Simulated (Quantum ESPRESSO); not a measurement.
Rh2Sn3Mo2Cu, input and log of a self-consistent run

A calculation, not a measurement. The program is pw.x of Quantum ESPRESSO 7.5 (plane-wave density functional theory). The cell is made up: eight metal atoms on a hexagonal close-packed lattice, with elements, volume, strain and displacements drawn at random and not relaxed, so it may be unstable or far from any real phase. PseudoDojo standard norm-conserving files set the functional (PBE unless stated); there is no spin polarisation or spin-orbit coupling, the Fermi-Dirac width of 0.25 eV means electrons at about 2900 K, and the masses in the input are unused placeholders. The copper pseudopotential is less sure than most, with forces differing by about three percent and pressure by about two GPa from a second method on plain copper. The tin pseudopotential is less sure than most, with forces differing by about three percent from a second method on plain tin. A spin test at this wide smearing found no moment, but such smearing suppresses magnetism that the real alloy may have.

Input:

```
&control calculation='scf', pseudo_dir='./dojo.nc.sr.pbe.v0_5.standard.upf', outdir='./o', disk_io='minimal', tprnfor=.true., tstress=.true. /
&system ibrav=0, nat=8, ntyp=4, nbnd=75, ecutwfc=92.02030273, nosym=.true., tot_charge=0,
 occupations='smearing', smearing='fd', degauss=0.0183746611
/
&electrons conv_thr=1.470e-08, electron_maxstep=70, mixing_beta=0.5 /
ATOMIC_SPECIES
Cu 1.0 Cu.upf
Mo 1.0 Mo.upf
Rh 1.0 Rh.upf
Sn 1.0 Sn.upf
CELL_PARAMETERS angstrom
-2.8824 0.0 0.0
0.0 4.9924 0.0
1.4412 -2.4962 -9.2857
ATOMIC_POSITIONS angstrom
Rh 0.0607 -0.0402 -0.0258
Sn -0.0374 1.6597 -2.3189
Rh 0.0445 -0.0143 -4.6833
Sn 0.0071 1.7051 -6.9846
Sn -1.4555 2.4833 -0.0325
Mo -1.4487 4.1259 -2.3353
Mo -1.403 2.5053 -4.6824
Cu -1.3571 -0.8041 -6.9652
K_POINTS automatic
8 5 3 1 1 1
```

The log is shortened where brackets say so; the opening notice, blank lines, dates and the lines on written files are dropped, and the path of the files is cut. It prints rydbergs, bohrs and kilobars, and counts compression as positive stress. Its total energy is the free energy E - TS of the whole cell.

```
     Program PWSCF v.7.5
     Parallel version (MPI & OpenMP), running on       4 processor cores
     Number of MPI processes:                 4
     Threads/MPI process:                     1
     [start-up lines left out]
     bravais-lattice index     =            0
     lattice parameter (alat)  =       5.4469  a.u.
     unit-cell volume          =     901.7266 (a.u.)^3
     number of atoms/cell      =            8
     number of atomic types    =            4
     number of electrons       =       123.00
     number of Kohn-Sham states=           75
     kinetic-energy cutoff     =      92.0203  Ry
     charge density cutoff     =     368.0812  Ry
     scf convergence threshold =      1.5E-08
     mixing beta               =       0.5000
     number of iterations used =            8  plain     mixing
     Exchange-correlation= PBE
                           (   1   4   3   4   0   0   0)
     [axes and pseudopotential details left out]
   Cartesian axes
     site n.     atom                  positions (alat units)
         1        Rh     tau(   1) = (   0.0210588  -0.0139467  -0.0089509  )
         2        Sn     tau(   2) = (  -0.0129753   0.5758049  -0.8045032  )
         3        Rh     tau(   3) = (   0.0154385  -0.0049611  -1.6247918  )
         4        Sn     tau(   4) = (   0.0024632   0.5915556  -2.4231890  )
         5        Sn     tau(   5) = (  -0.5049611   0.8615390  -0.0112753  )
         6        Mo     tau(   6) = (  -0.5026020   1.4314113  -0.8101929  )
         7        Mo     tau(   7) = (  -0.4867472   0.8691715  -1.6244796  )
         8        Cu     tau(   8) = (  -0.4708229  -0.2789689  -2.4164585  )
     number of k points=    60  Fermi-Dirac smearing, width (Ry)=  0.0184
                       cart. coord. in units 2pi/alat
        k(    1) = (  -0.0625000   0.0577358  -0.0769565), wk =   0.0333333
        k(    2) = (  -0.0625000   0.0577358   0.1299854), wk =   0.0333333
     [further k points left out]
     Dense  grid:   107551 G-vectors     FFT dimensions: (  36,  60, 120)
     Estimated max dynamical RAM per process >     416.92 MB
     Estimated total dynamical RAM >       1.55 GB
     Initial potential from superposition of free atoms
     starting charge     122.9909, renormalised to     123.0000
     Starting wfcs are   77 randomized atomic wfcs
     total cpu time spent up to now is        6.9 secs
     per-process dynamical memory:   338.7 Mb
     Self-consistent Calculation
     iteration #  1     ecut=    92.02 Ry     beta= 0.50
     Davidson diagonalization with overlap
     ethr =  1.00E-02,  avg # of iterations =  5.0
     total cpu time spent up to now is       23.1 secs
     total energy              =   -1599.71821607 Ry
     estimated scf accuracy    <       3.97733701 Ry
     iteration #  2     ecut=    92.02 Ry     beta= 0.50
     Davidson diagonalization with overlap
     ethr =  3.23E-03,  avg # of iterations =  3.0
     total cpu time spent up to now is       40.7 secs
     total energy              =   -1598.14147700 Ry
     estimated scf accuracy    <      51.04939241 Ry
     iteration #  3     ecut=    92.02 Ry     beta= 0.50
     Davidson diagonalization with overlap
     ethr =  3.23E-03,  avg # of iterations =  4.5
     total cpu time spent up to now is       57.4 secs
     total energy              =   -1601.25803352 Ry
     estimated scf accuracy    <      14.00524834 Ry
     iteration #  4     ecut=    92.02 Ry     beta= 0.50
     Davidson diagonalization with overlap
     ethr =  3.23E-03,  avg # of iterations =  2.0
     total cpu time spent up to now is       70.6 secs
     total energy              =   -1602.18238765 Ry
     estimated scf accuracy    <       2.35451691 Ry
     iteration #  5     ecut=    92.02 Ry     beta= 0.50
     Davidson diagonalization with overlap
     ethr =  1.91E-03,  avg # of iterations =  1.1
     total cpu time spent up to now is       82.2 secs
     total energy              =   -1602.19184601 Ry
     estimated scf accuracy    <       2.37589186 Ry
     [iterations 6 to 11 left out]
     iteration # 12     ecut=    92.02 Ry     beta= 0.50
     Davidson diagonalization with overlap
     ethr =  5.55E-07,  avg # of iterations =  2.0
     total cpu time spent up to now is      172.8 secs
     total energy              =   -1602.24776282 Ry
     estimated scf accuracy    <       0.00013463 Ry
     iteration # 13     ecut=    92.02 Ry     beta= 0.50
     Davidson diagonalization with overlap
     ethr =  1.09E-07,  avg # of iterations =  1.9
     total cpu time spent up to now is      185.0 secs
     total energy              =   -1602.24777844 Ry
     estimated scf accuracy    <       0.00006975 Ry
     iteration # 14     ecut=    92.02 Ry     beta= 0.50
     Davidson diagonalization with overlap
     ethr =  5.67E-08,  avg # of iterations =  1.0
     total cpu time spent up to now is      196.4 secs
     total energy              =   -1602.24778402 Ry
     estimated scf accuracy    <       0.00000280 Ry
     iteration # 15     ecut=    92.02 Ry     beta= 0.50
     Davidson diagonalization with overlap
     ethr =  2.28E-09,  avg # of iterations =  1.8
     total cpu time spent up to now is      208.6 secs
     total energy              =   -1602.24778419 Ry
     estimated scf accuracy    <       0.00000021 Ry
     iteration # 16     ecut=    92.02 Ry     beta= 0.50
     Davidson diagonalization with overlap
     ethr =  1.67E-10,  avg # of iterations =  2.0
     total cpu time spent up to now is      221.1 secs
     End of self-consistent calculation
     [lines on levels left out]
!    total energy              =   -1602.24778420 Ry
     estimated scf accuracy    <       0.00000001 Ry
     smearing contrib. (-TS)   =      -0.09507141 Ry
     internal energy E=F+TS    =   -1602.15271279 Ry
     The total energy is F=E-TS. E is the sum of the following terms:
     one-electron contribution =    -519.44617917 Ry
     hartree contribution      =     347.39730928 Ry
     xc contribution           =    -296.38975489 Ry
     ewald contribution        =   -1133.71408802 Ry
     convergence has been achieved in  16 iterations
     Forces acting on atoms (cartesian axes, Ry/au):
     atom    1 type  3   force =    -0.00916919    0.02485015    0.00934674
     atom    2 type  4   force =     0.00778640   -0.05445557   -0.09809236
     atom    3 type  3   force =    -0.00182281   -0.01657133    0.01027032
     atom    4 type  4   force =     0.00487848    0.01730004    0.02222487
     atom    5 type  4   force =     0.00156516   -0.00205406    0.07556027
     atom    6 type  2   force =     0.00467986   -0.00107008   -0.04019336
     atom    7 type  2   force =    -0.00554813    0.03502278    0.00590929
     atom    8 type  1   force =    -0.00236977   -0.00302194    0.01497423
     Total force =     0.153373     Total SCF correction =     0.000890
     Computing stress (Cartesian axis) and pressure
          total   stress  (Ry/bohr**3)                   (kbar)     P=       61.17
   0.00085325  -0.00002280  -0.00001248          125.52       -3.35       -1.84
  -0.00002280  -0.00002360   0.00032878           -3.35       -3.47       48.36
  -0.00001248   0.00032878   0.00041779           -1.84       48.36       61.46
     init_run     :      6.01s CPU      6.24s WALL (       1 calls)
     electrons    :    209.04s CPU    214.30s WALL (       1 calls)
     forces       :      1.97s CPU      1.98s WALL (       1 calls)
     stress       :      6.90s CPU      6.91s WALL (       1 calls)
     [timing details left out]
     PWSCF        :   3m44.54s CPU   3m50.11s WALL
     JOB DONE.
```

In other units: free energy -21799.692 eV for the cell, pressure 6.12 GPa, largest force component 2.522 eV/Å in size. The run took 232 s of wall time with four MPI processes on a shared machine (Intel Xeon, 2023 or later, virtual cores), so the time is rough. A rerun of this cell at a higher cutoff and on a denser mesh moved values by no more than 0.002 eV in energy, 0.08 GPa in stress and 0.007 eV/Å in force, and a second program with other atomic files agreed on that cell to 2 % rms in force and 0.5 GPa in pressure.